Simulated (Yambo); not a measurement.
Yambo input for SrCaI₄ (space group P2/m, No. 10) (a = 6.9086 Å, b = 4.5683 Å, c = 7.9471 Å, α = γ = 90.00°, β = 90.16°), on PBEsol (Quantum ESPRESSO, PseudoDojo norm-conserving, 70 Ry, no spin-orbit coupling) wavefunctions on a 2×4×2 mesh:

```
optics
chi
dipoles
kernel
FFTGvecs= 40 Ry
Chimod= "HARTREE"
NGsBlkXd= 3 Ry
% QpntsRXd
 1 | 1 |
%
% BndsRnXd
 1 | 185 |
%
GrFnTpXd= "R"
% EnRngeXd
 0.0 | 20.0 | eV
%
% DmRngeXd
 0.2 | 0.2 | eV
%
CGrdSpXd= 50
ETStpsXd= 161
% LongDrXd
 1.0 | 0.0 | 0.0 |
%
```

First lines of the file o-*.eps_q1_inv_rpa_dyson:

```
Absorption @ Q(1):   1.00000000     0.00000000     0.00000000    [q->0 direction]
#
# [ X ] Hartree size     :  147
# [GEN] GF Energies     : Perdew, Burke & Ernzerhof SOL(X)+Perdew, Burke & Ernzerhof SOL(C)
# [GEN] Green`s Function     : Retarded
#
# [GEN] Gauge     : Length
# [GEN] [r,Vnl] included     : yes
#
#    E[1] [eV]     Im(eps)     Re(eps)     Im(eps_o)     Re(eps_o)
#
     0.000000     -0.16933E-09     3.424432     0.81274E-17     4.310579
     0.125000     0.002628     3.425249     0.004111     4.311856
     0.250000     0.005271     3.427703     0.008247     4.315695
     0.375000     0.007946     3.431810     0.012435     4.322120
     0.500000     0.010668     3.437594     0.016702     4.331171
     0.625000     0.013456     3.445089     0.021077     4.342905
     0.750000     0.016328     3.454342     0.025590     4.357398
     0.875000     0.019304     3.465409     0.030275     4.374744
     1.000000     0.022407     3.478361     0.035169     4.395061
     1.125000     0.025663     3.493285     0.040315     4.418489
     1.250000     0.029101     3.510282     0.045759     4.445196
     1.375000     0.032756     3.529474     0.051559     4.475381
     1.500000     0.036667     3.551005     0.057777     4.509280
     1.625000     0.040882     3.575043     0.064492     4.547172
     1.750000     0.045461     3.601792     0.071797     4.589384
     1.875000     0.050476     3.631491     0.079806     4.636307
     2.000000     0.056017     3.664428     0.088659     4.688406
     2.125000     0.062202     3.700950     0.098535     4.746238
     2.250000     0.069184     3.741481     0.109665     4.810478
     2.375000     0.077170     3.786544     0.122352     4.881951
     2.500000     0.086449     3.836794     0.137010     4.961678
     2.625000     0.097444     3.893067     0.154221     5.050942
     2.750000     0.110799     3.956446     0.174841     5.151379
     2.875000     0.127570     4.028354     0.200211     5.265107
     3.000000     0.149639     4.110620     0.232601     5.394835
     3.125000     0.180644     4.205168     0.276181     5.543632
     3.250000     0.227015     4.311394     0.338041     5.712467
     3.375000     0.289172     4.421796     0.419665     5.896909
     3.500000     0.358997     4.554008     0.518230     6.118079
     3.625000     0.486409     4.727357     0.688161     6.395046
     3.750000     0.747721     4.884322     1.011885     6.672612
     3.875000     1.128823     4.799183     1.479448     6.725111
     4.000000     1.148960     4.475935     1.637312     6.584710
```
(The file goes on to the top of the energy range.) Convergence of the RPA response with its 2×4×2 mesh was not tested.

Geometry relaxed with PBE+D3(BJ).

The structure is a Materials Project entry; no match was found in the copy of COD used, and its stability was not checked.
